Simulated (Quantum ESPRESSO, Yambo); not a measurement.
AgCl (space group Cmcm, No. 63): static response along x against the Γ-centred k mesh (Yambo on LDA (pw.x of Quantum ESPRESSO, ONCV potentials, without SOC) bands; 73 bands, 4 Ry block). The smallest direct LDA gap is 1.84 eV. Axes are Cartesian, with cell vectors (Å) (1.83, -5.31, 0.00), (1.83, 5.31, 0.00), (0.00, 0.00, 3.77).

```
k mesh  ε(0), independent particles  ε(0), RPA with local fields  rough Yambo cost
------  ---------------------------  ---------------------------  ----------------
2×2×1                          10.7                         10.3         about 1/6
2×2×2                          10.1                         9.70         about 1/4
4×4×4                          7.55                         7.18                 1
```

The last step changes the RPA value by 35 %: not yet converged. Electronic response only; costs are rough.

Geometry relaxed with LDA; primitive cell a = b = 5.614 Å, c = 3.774 Å, α = β = 90.00°, γ = 141.94°.

This is not the ordinary phase of the substance; no match was found in the copy of COD used, and its stability was not checked.
